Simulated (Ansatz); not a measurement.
Mo₂C (space group Pbcn)

```
Mo2C
1.0
    4.70497     0.00000     0.00000
    0.00000     6.00996     0.00000
    0.00000     0.00000     5.17639
Mo C
8 4
Direct
  0.24590   0.87746   0.07967
  0.75410   0.12254   0.92033
  0.25410   0.62254   0.57967
  0.74590   0.37746   0.42033
  0.74590   0.62254   0.92033
  0.25410   0.37746   0.07967
  0.75410   0.87746   0.42033
  0.24590   0.12254   0.57967
  0.50000   0.87720   0.75000
  0.50000   0.12280   0.25000
  0.00000   0.62280   0.25000
  0.00000   0.37720   0.75000
```

This relaxed cell (volume V₀) is scaled evenly in all directions, its shape held. The atoms relax within the cell's symmetry.

Method: PBEsol (plane waves to 420 eV, PAW, scalar-relativistic; Ansatz, a quantum-chemistry and plane-wave program). k mesh 8×6×7 (Γ-centred), Fermi-Dirac smearing 0.05 eV. The energy includes the smearing's −TS. With the shape held, the modulus is that of even scaling; a crystal free to change shape is softer. Mo2C is run without spin polarisation. Mo2C was relaxed with its symmetry unable to fall. ΔE is measured from the relaxed starting cell. The last digit holds for this mesh only.

```json
[
 {"V (Å³/atom)": "10.246", "ΔE (meV/atom)": "418.3"},
 {"V (Å³/atom)": "10.571", "ΔE (meV/atom)": "275.2"},
 {"V (Å³/atom)": "10.896", "ΔE (meV/atom)": "167.0"},
 {"V (Å³/atom)": "11.222", "ΔE (meV/atom)": "89.2"},
 {"V (Å³/atom)": "11.547", "ΔE (meV/atom)": "37.7"},
 {"V (Å³/atom)": "11.872", "ΔE (meV/atom)": "9.0"},
 {"V (Å³/atom)": "12.198", "ΔE (meV/atom)": "0.0"},
 {"V (Å³/atom)": "12.523", "ΔE (meV/atom)": "8.1"},
 {"V (Å³/atom)": "12.848", "ΔE (meV/atom)": "31.0"},
 {"V (Å³/atom)": "13.173", "ΔE (meV/atom)": "66.5"},
 {"V (Å³/atom)": "13.499", "ΔE (meV/atom)": "112.7"},
 {"V (Å³/atom)": "13.824", "ΔE (meV/atom)": "167.7"},
 {"V (Å³/atom)": "14.149", "ΔE (meV/atom)": "229.7"}
]
```

Problem. What is the fitted pressure derivative B₀′?

Solution. 4.5.

Problem. What bulk modulus at fixed cell shape B₀ follows from a third-order Birch-Murnaghan fit?

Solution. 311 GPa. Check by three points about V = 12.198 Å³/atom, step 0.650: d²E/dV² ≈ (38 − 2·0 + 31) meV / 0.650² = 0.163 eV/Å⁶, and V·d²E/dV² × 160.2 = 319 GPa.

(Under strain, the slope of the energy per volume gives the stress and its curvature an elastic modulus.)
